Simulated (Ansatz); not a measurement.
## MgCrInS₄: do the settings matter for the field gradients?

This input was run with Ansatz:

```yaml
crystal:
  lattice:
    - [-3.683621922, 3.7582100926, 5.3076888048]
    - [3.683621922, -3.7582100926, 5.3076888048]
    - [3.683621922, 3.7582100926, -5.3076888048]
  atoms:
    - { symbol: Mg, position: [0.1242475, 0.8742475, 0.25] }
    - { symbol: Mg, position: [0.8757525, 0.1257525, 0.75] }
    - { symbol: Cr, position: [0.5, 0.0, 0.0], spin: 3.0 }
    - { symbol: Cr, position: [0.5, 0.5, 0.5], spin: 3.0 }
    - { symbol: In, position: [0.0, 0.5, 0.5] }
    - { symbol: In, position: [0.5, 0.5, 0.0] }
    - { symbol: S, position: [0.7171725, 0.749129, 0.9680435] }
    - { symbol: S, position: [0.7290995, 0.7220525, 0.492953] }
    - { symbol: S, position: [0.7290995, 0.2361465, 0.007047] }
    - { symbol: S, position: [0.7189145, 0.250871, 0.4680435] }
    - { symbol: S, position: [0.2709005, 0.7638535, 0.992953] }
    - { symbol: S, position: [0.2810855, 0.749129, 0.5319565] }
    - { symbol: S, position: [0.2828275, 0.250871, 0.0319565] }
    - { symbol: S, position: [0.2709005, 0.2779475, 0.507047] }
magnetization:
  spin_polarized: true
kpoints:
  mp_grid: { grid: [4, 4, 4] }
scf:
  occupations: { method: fermi_dirac, width: 0.02 }
hamiltonian:
  xc: pbe
  pseudopotentials: { kind: paw }
  hubbard: { sites: [{ species: Cr, l: d, u_eff: 5.0 }], double_counting: amf }
output:
  forces: true
  stress: true
  populations: true
  efg:
    quadrupole_moments_barn: { Mg: 0.1994, Cr: -0.15, In: 0.772, S: -0.0694 }
    contact_densities: true
```

It converged. Of its output the block on the nuclei alone is shown, without the SCF iterations, energies, forces and stress (one atom of each set):

```
--- PAW observables at the nuclei: V_zz in 10²¹ V/m², potentials from the cell's mean, atoms counted from 1 ---
  atom   1  Mg V_zz =    +0.311543   η = 0.3716   by run symmetry: allowed   C_q = +1.5021 MHz
            electrostatic potential = -1101.499559 V   contact ρ = 7797.907497 e/Å³   contact ρ_s (e/Å³): all electrons +0.208894, valence +0.205736
  atom   3  Cr V_zz =    -0.922280   η = 0.9021   by run symmetry: allowed   C_q = +3.3451 MHz
            electrostatic potential = -2855.061311 V   contact ρ = 76320.195541 e/Å³   contact ρ_s (e/Å³): all electrons -1.396537, valence +2.590717
  atom   5  In V_zz =    +3.861402   η = 0.5498   by run symmetry: allowed   C_q = +72.0803 MHz
            electrostatic potential = -7935.400311 V   contact ρ = 1132968.104003 e/Å³   contact ρ_s (e/Å³): all electrons +2.848665, valence +2.822187
  atom   7  S  V_zz =    -1.797216   η = 0.4130   by run symmetry: allowed   C_q = +3.0159 MHz
            electrostatic potential = -1633.415092 V   contact ρ = 19766.326081 e/Å³   contact ρ_s (e/Å³): all electrons +0.725667, valence +0.751545
  atom   8  S  V_zz =    +1.475061   η = 0.8856   by run symmetry: allowed   C_q = -2.4753 MHz
            electrostatic potential = -1633.532017 V   contact ρ = 19766.577885 e/Å³   contact ρ_s (e/Å³): all electrons +0.423577, valence +0.437581
```

(1) Can these gradients be trusted, and how do they compare with a run on standard settings?

## Answers

(1) Not as converged values. Against the standard input the change is `kpoints.mp_grid.grid`: [5, 5, 5] → [4, 4, 4]; `hamiltonian.hubbard`: not typed → {sites: [{species: Cr, l: d, u_eff: 5.0}], double_counting: amf}. A site carries the number of its first atom; V_zz in 10²¹ V/m².

```tsv
site	V_zz standard	η standard	V_zz here	η here
Mg	0.30	0.34	0.31	0.37
Cr	-1.21	0.68	-0.92	0.90
In	3.82	0.54	3.86	0.55
S7	-1.89	0.39	-1.80	0.41
S8	1.41	0.96	1.48	0.89
```

The largest change of V_zz is on Cr, from -1.21 to -0.92. In per cent, |V_zz| changes by -24 on Cr, +1 on In, -5 to +5 on S (all sites that start above 0.5). Where |V_zz| stays above 0.1, η moves most on Cr, from 0.68 to 0.90. At these positions the changed run has forces up to 0.3 eV/Å, so its atoms aren't at their own equilibrium. SCF iterations: 12 and 25. In the changed run the k-mesh is coarser than the standard one, so its values aren't converged ones.

On the reference run: Without spin–orbit coupling (the program notes it for In) the gradients can shift somewhat, as the gap is small. With a gap of 0.9 eV on this mesh, small gradients can still move by 0.1 × 10²¹ V/m² or more as the k-mesh gets denser. All moments are parallel here, as the start or the cell imposes; many such compounds order antiparallel, where fields and spin densities carried over to other atoms largely cancel. The magnetic order is the one that the run reached from its start moments, not necessarily the measured one.
